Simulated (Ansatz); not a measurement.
Method: DFT PBE, scalar-relativistic, plane waves, PAW in Ansatz. All cells share a 420 eV cutoff and Γ-centred k meshes spaced at most about 0.3 Å⁻¹ (about 0.25 or finer for metals, 2π included). No spin polarisation in the final relaxations.

These are static total energies at zero pressure.

Two relaxed structures of ZnCd2TeO2:

A.

```yaml
crystal:
  lattice:
    - [3.60353, 0.00000, 0.00000]
    - [-1.80176, 3.12075, 0.00000]
    - [0.00000, 0.00000, 9.60702]
  atoms:
    - { symbol: Zn, position: [0.00000, 0.00000, 0.00000] }
    - { symbol: Cd, position: [0.66667, 0.33333, 0.19795] }
    - { symbol: Cd, position: [0.33333, 0.66667, 0.80205] }
    - { symbol: Te, position: [0.00000, 0.00000, 0.50000] }
    - { symbol: O, position: [0.66667, 0.33333, 0.61301] }
    - { symbol: O, position: [0.33333, 0.66667, 0.38699] }
```

B.

```yaml
crystal:
  lattice:
    - [3.26047, 0.00000, 0.00000]
    - [0.00000, 3.26047, 0.00000]
    - [0.00000, 0.00000, 11.00376]
  atoms:
    - { symbol: Zn, position: [0.00000, 0.00000, 0.50000] }
    - { symbol: Cd, position: [0.50000, 0.50000, 0.73314] }
    - { symbol: Cd, position: [0.50000, 0.50000, 0.26686] }
    - { symbol: Te, position: [0.50000, 0.50000, 0.00000] }
    - { symbol: O, position: [0.00000, 0.00000, 0.67236] }
    - { symbol: O, position: [0.00000, 0.00000, 0.32764] }
```

Question: Which is lower in energy, and by how much?

Answer: B is lower, by 0.39 eV/atom. A has space group P-3m1 (No. 164), 18.0 Å³/atom and no gap on its mesh; B has space group P4/mmm (No. 123), 19.5 Å³/atom and no gap. The shortest distance is 2.35 Å (Te–O) in A and 1.90 Å (Zn–O) in B. The lower one is the more open, so pressure narrows the difference. In A, Zn is surrounded by 6 Cd at 2.82 Å; Cd has 3 O at 2.76 Å and 3 Zn at 2.82 Å; Te is surrounded by 6 O at 2.35 Å; around O lie 3 Te at 2.35 Å, 3 Cd at 2.76 Å and 3 O at 3.01 Å. In B, Zn has 2 O at 1.90 Å; Cd is surrounded by 4 O at 2.40 Å and 1 Te at 2.94 Å; Te has 2 Cd at 2.94 Å and 4 Te at 3.26 Å; O is surrounded by 1 Zn at 1.90 Å and 4 Cd at 2.40 Å. Both come from invented guesses.

Spin–orbit coupling, which can matter for Te, is left out. Cells relaxed within their symmetry can be saddle points.
